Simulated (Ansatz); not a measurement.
An Ansatz (a program for electronic structure) input:

Ansatz 0.2 input:
```yaml
crystal:
  lattice:
    - [0.0, 2.6337744112, 2.6337744112]
    - [2.6337744112, 0.0, 2.6337744112]
    - [2.6337744112, 2.6337744112, 0.0]
  atoms:
    - { symbol: N, position: [0.25, 0.25, 0.25] }
    - { symbol: Y, position: [0.0, 0.0, 0.0] }
kpoints:
  mp_grid: { grid: [7, 7, 7] }
  band_path:
    path:
      - [[0.0, 0.0, 0.0], [0.5, 0.0, 0.5], [0.625, 0.25, 0.625]]  # Γ-X-U
      - [[0.375, 0.375, 0.75], [0.0, 0.0, 0.0], [0.5, 0.5, 0.5], [0.5, 0.25, 0.75], [0.5, 0.0, 0.5]]  # K-Γ-L-W-X
      - [VBM, CBM]
    npoints: 12
hamiltonian:
  xc: r2scan
  pseudopotentials: { kind: paw }
magnetization: { noncollinear: true, spin_orbit: true }
scf:
  n_extra_bands: 12
  convergence: { dr2_threshold: 0.0000000001 }
  occupations: { method: gaussian, width: 0.01 }
checkpoint: { write: soc.run }
output: { eigenvalues: true }
```

Question: How many symmetry operations and irreducible k-points will the run report?

Answer: 24 operations, 20 of 343 k-points.

Question: With a cutoff of 500 eV, how many plane waves at Γ?

Answer: 941.

It took around 20 core-seconds (rough) on shared server cores.

Space group F-43m (zinc blende). The start of the workflow was typed in or built on a structure type; the Crystallography Open Database copy checked does not list it. COD files the formula under space group No. 225, so this cell is another polymorph or a model. Whether it is the stable phase at ambient conditions was not checked. The cell was relaxed with r²SCAN under the symmetry of its start; whether a distortion lowers the energy is not shown. No spin polarisation was allowed.

Potentials: the later of the program's two PAW sets.

Ansatz is a plane-wave DFT program.
